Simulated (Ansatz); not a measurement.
Computed with DFT PBE, scalar-relativistic, plane waves, PAW (Ansatz). All cells share a 420 eV cutoff and Γ-centred k meshes spaced at most about 0.3 Å⁻¹ (2π included). No spin polarisation in the final relaxations.

All energies are static (0 K, no zero-point motion).

Two forms of Sn3PbO4 were relaxed alike.

A.

```xyz
8
Lattice="5.5232 0.0000 0.0000 0.0000 5.5232 0.0000 0.0000 0.0000 5.2053" Properties=species:S:1:pos:R:3 pbc="T T T"
Sn    0.0000    2.7616    1.1390
Sn    2.7616    0.0000    1.1390
Sn    0.0000    0.0000    4.0873
Pb    2.7616    2.7616    3.9190
O     4.1647    1.3585    0.0316
O     1.3585    4.1647    0.0316
O     4.1647    4.1647    0.0316
O     1.3585    1.3585    0.0316
```

B.

```xyz
8
Lattice="3.9062 0.0000 0.0000 0.0000 3.9062 0.0000 0.0000 0.0000 10.4026" Properties=species:S:1:pos:R:3 pbc="T T T"
Sn    1.9531    1.9531    6.4555
Sn    0.0000    0.0000    4.1592
Sn    0.0000    0.0000    9.1670
Pb    1.9531    1.9531    1.1538
O     1.9531    0.0000   10.2701
O     1.9531    0.0000    5.2686
O     0.0000    1.9531   10.2701
O     0.0000    1.9531    5.2686
```

Task: Which placement of the atoms is lower in energy, and by how much?

Result: A is lower, by 12 meV/atom. The two share one framework of sites and differ in which element sits where. A has space group P4mm (No. 99), 19.8 Å³/atom and a gap of 0.73 eV on its mesh; B has space group P4mm (No. 99), 19.8 Å³/atom and a gap of 0.82 eV. Counting O atoms around Pb and Sn (those within 1.25 times the shortest such distance or 1.15 times the sum of covalent radii), A and B both have Sn 4, Pb 4. In A, Sn on a site of symmetry 2mm is surrounded by 4 O at 2.25 Å; around Pb lie 4 O at 2.38 Å; O has 3 Sn at 2.24–2.25 Å, 1 Pb at 2.38 Å and 4 O at 2.72–2.81 Å; 1 more site not described. In B, Sn on its first site is surrounded by 4 O at 2.29 Å; Pb has 4 O at 2.34 Å; O on its first site is surrounded by 2 Sn at 2.24 Å, 2 Pb at 2.34 Å and 4 O at 2.76 Å; 3 more sites not described. Both come from invented guesses.

No dispersion correction is applied, so the spacing and binding between layers, chains or molecules are poorly described (P4mm at 19.8 Å³/atom), and this can change margins and order among such cells. These runs have no spin–orbit coupling, which can matter for Pb. Kohn–Sham gaps at this level usually fall short of measured ones. The missing spin–orbit coupling can work the other way here. Cells relaxed within their symmetry can be saddle points.
